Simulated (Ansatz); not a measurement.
The relaxed structure here is a generated cell of PtSe2: the first start was made by placing the elements on the sites of a structure type, and the end was not matched to a known phase here, so it may be hypothetical. Known forms of PtSe2 include space group No. 164.

A relaxed structure of PtSe₂. Space group P1 (No. 1). Computed with r2SCAN (plane waves to 500 eV, PAW, scalar-relativistic; Ansatz, a quantum-chemistry and plane-wave program).

```xyz
9
Lattice="5.3939 0.0000 0.0000 -0.7209 6.1326 0.0000 -0.8008 -2.5853 5.8995" Properties=species:S:1:pos:R:3 pbc="T T T"
Se     4.6882     4.1286     0.3528
Se     4.7856     1.2814     1.9670
Se     4.0810     4.1575     4.1428
Se     1.9289    -0.3788     5.6644
Se     1.3402     2.5354     3.7752
Se     1.5511     5.1283     1.6296
Pt     2.3580     3.5149     5.8620
Pt     0.3037     0.2790     3.9900
Pt     3.0829     3.1623     2.0795
```

- Volume per atom: 21.68 Å³
- Band gap: no gap (metallic)
- Shortest distances: Pt–Se 2.42 Å; Se–Se 2.78 Å
- k-mesh: 9×8×8

Band energies at high-symmetry points (eV from the Fermi level; labels of this space group; no spin-orbit coupling), from −5 eV up to 5.0 eV:

```json
[
 {"point": "Γ", "energies": "-4.82 -4.33 -4.25 -4.08 -3.92 -3.71 -3.45 -3.24 -3.18 -2.88 -2.30 -2.24 -1.84 -1.82 -1.51 -1.12 -1.00 -0.79 -0.61 0.29 0.37 0.65 1.59 1.95 2.58 3.58 4.26 4.75"},
 {"point": "X", "energies": "-4.95 -4.59 -4.41 -4.30 -3.71 -3.65 -3.34 -3.30 -3.04 -3.00 -2.71 -2.59 -2.25 -1.57 -1.43 -1.23 -0.49 -0.32 0.90 1.21 1.66 1.81 2.43 3.32"},
 {"point": "Y", "energies": "-4.83 -4.73 -4.56 -4.48 -4.08 -3.88 -3.52 -3.47 -3.39 -3.08 -2.69 -2.58 -2.28 -2.19 -1.81 -1.58 -1.24 -0.76 -0.21 0.17 1.04 1.32 1.88 2.02 2.54 4.64 4.93"},
 {"point": "Z", "energies": "-4.96 -4.87 -4.74 -4.48 -4.33 -3.99 -3.87 -3.43 -3.32 -3.22 -2.89 -2.74 -2.70 -2.29 -2.00 -1.86 -1.74 -1.40 -0.69 -0.52 0.59 1.06 1.15 1.79 1.93 2.52 4.76 5.00"},
 {"point": "R2", "energies": "-4.96 -4.63 -4.56 -4.47 -4.28 -4.11 -3.86 -3.69 -3.40 -3.15 -2.96 -2.84 -2.78 -2.50 -2.36 -2.02 -1.93 -1.56 -1.20 -0.59 -0.31 0.69 0.96 1.21 1.65 2.06 2.43 3.92 4.58"},
 {"point": "T2", "energies": "-4.96 -4.80 -4.45 -4.17 -4.12 -3.67 -3.53 -3.36 -3.20 -3.04 -2.73 -2.41 -2.22 -2.01 -1.91 -1.71 -1.38 -0.74 0.04 0.87 1.02 1.23 1.40 1.99 3.22 4.86"},
 {"point": "U2", "energies": "-4.88 -4.83 -4.29 -4.12 -3.86 -3.66 -3.58 -3.40 -3.04 -2.74 -2.59 -2.31 -2.00 -1.65 -1.48 -1.35 -1.10 -0.46 -0.30 0.08 0.88 0.96 1.32 1.84 2.61 4.73"},
 {"point": "V2", "energies": "-4.86 -4.69 -4.53 -4.09 -3.90 -3.65 -3.57 -3.32 -3.24 -2.79 -2.66 -2.34 -2.03 -1.72 -1.25 -1.03 -0.99 -0.75 -0.44 0.04 0.80 1.06 1.29 1.87 2.32 3.91 4.50"}
]
```

No spin polarisation in the result.
